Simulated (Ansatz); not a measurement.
**Te3As5: start and end of a relaxation**

A trial structure of Te3As5 was built thus: random cell by space group and Wyckoff sites (Pm-3m, No. 221). Lengths were set from tabulated atomic sizes, so they are only a guess.

start.xyz

```xyz
8
Lattice="6.0389 0.0000 0.0000 0.0000 6.0389 0.0000 0.0000 0.0000 6.0389" Properties=species:S:1:pos:R:3 pbc="T T T"
Te    3.0194    0.0000    0.0000
Te    0.0000    3.0194    0.0000
Te    0.0000    0.0000    3.0194
As    0.0000    3.0194    3.0194
As    3.0194    0.0000    3.0194
As    3.0194    3.0194    0.0000
As    0.0000    0.0000    0.0000
As    3.0194    3.0194    3.0194
```

Level of theory: DFT PBE, scalar-relativistic, plane waves, PAW in Ansatz 0.2.0. Cutoff 420 eV, Gaussian smearing, Γ-centred meshes. Cell and atoms relax first on a coarse mesh and then on a finer one. In between, the cell is made exact in the group found at 0.06 Å. In metals the finer mesh still leaves noise of several meV/atom or more. The steps can't lower the symmetry of their start. No spin polarisation.

end.xyz

```xyz
8
Lattice="5.8340 0.0000 0.0000 0.0000 5.8340 0.0000 0.0000 0.0000 5.8340" Properties=species:S:1:pos:R:3 pbc="T T T"
Te    2.9170    0.0000    0.0000
Te    0.0000    2.9170    0.0000
Te    0.0000    0.0000    2.9170
As    0.0000    2.9170    2.9170
As    2.9170    0.0000    2.9170
As    2.9170    2.9170    0.0000
As    0.0000    0.0000    0.0000
As    2.9170    2.9170    2.9170
```

The symmetry stays Pm-3m (No. 221). The volume per atom shrinks by 9.8 %, from 27.5 to 24.8 Å³. The shortest distance goes from 3.02 Å (Te–As and As–As) to 2.92 Å (Te–As and As–As).

```yaml
Volume_per_atom: 24.82 Å³
Density: 6.33 g/cm³
Formation_energy: +0.14 eV/atom
Gap_on_the_6×6×6_mesh_of_the_8-atom_cell: 0 eV (a metal)
```

Formation energies are uncorrected and refer to the elements' standard structures at the same level. It can't be a ground state, since the elements alone are lower.

The last run used Gaussian smearing of 0.10 eV. These runs have no spin–orbit coupling, which can matter for Te. An odd number of electrons in the primitive cell allows no gap without spin; a larger cell or a magnetic state could open one. The cell is a metal run without spin; a magnetic state may lie lower. The reference forms of As and Te are held partly by dispersion forces, which this level lacks. Symmetry constrained the relaxation, so the result can be a saddle point. In all, the 3 runs took 84 s on 1 thread of Intel(R) Xeon(R) 6975P-C (Granite Rapids), with other jobs on the host.
